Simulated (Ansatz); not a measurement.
## Na$_{5}$MnSO$_{2}$, a known structure type with other elements, at an estimated volume

```yaml
crystal:
  lattice:
    - [4.64764, 0.00000, 0.00000]
    - [0.00000, 4.64764, 0.00000]
    - [0.00000, 0.00000, 8.14299]
  atoms:
    - { symbol: Na, position: [0.00000, 0.00000, 0.50000] }
    - { symbol: S, position: [0.50000, 0.50000, 0.50000] }
    - { symbol: Na, position: [0.00000, 0.50000, 0.25580] }
    - { symbol: Na, position: [0.50000, 0.00000, 0.25580] }
    - { symbol: Na, position: [0.00000, 0.50000, 0.74420] }
    - { symbol: Na, position: [0.50000, 0.00000, 0.74420] }
    - { symbol: Mn, position: [0.00000, 0.00000, 0.00000] }
    - { symbol: O, position: [0.00000, 0.00000, 0.21870] }
    - { symbol: O, position: [0.00000, 0.00000, 0.78130] }
```

Level: PBE, no spin polarisation; 420 eV; 7×7×4 Γ-centred mesh; fermi-dirac occupations (width 0.1 eV); Ansatz 0.2.0, fixed geometry.

Q: Which atom feels the largest force, and which way?

A: The largest is on O8 (and as large on other atoms): 0.87 eV/Å, components (0.00, 0.00, -0.87). It makes 0° with the line to a nearest neighbour, Mn7 at 1.78 Å, pointing towards it.

Q: Describe some of the short contacts.

A: Mn–O at 1.78 Å: least valence density 1.11 e/Å³ and ELF 0.27 there. Na–O at 2.29 Å: least valence density 0.17 e/Å³ and ELF 0.03 there. S–Na at 3.06 Å: least valence density 0.07 e/Å³ and ELF 0.03 there. These are pseudo-fields; inside the PAW spheres they differ from the all-electron ones.

Q: Is it stable against the elements?

A: -0.92 eV an atom against the elements' usual phases (free molecules for gases, crystals otherwise, with no correction for O₂ or N₂), so it is bound against them; other compounds may still compete. Relaxing would lower it.

Q: Is there a gap?

A: Counting bands on this mesh leaves a gap of 0.13 eV, but it is narrow, so a finer mesh and a narrower smearing would have to settle it.

Q: Which element gives electrons and which takes them?

A: Bader charges in e: Na +0.82, Mn +0.24, S -1.63, O -1.36. In the mean Na gives up most and S takes most.

Origin: a known structure type with other elements, at an estimated volume, so it need not be a known compound. Caveats: no spin polarisation, so a magnetic state may lie lower; the gap is not wide against the smearing.
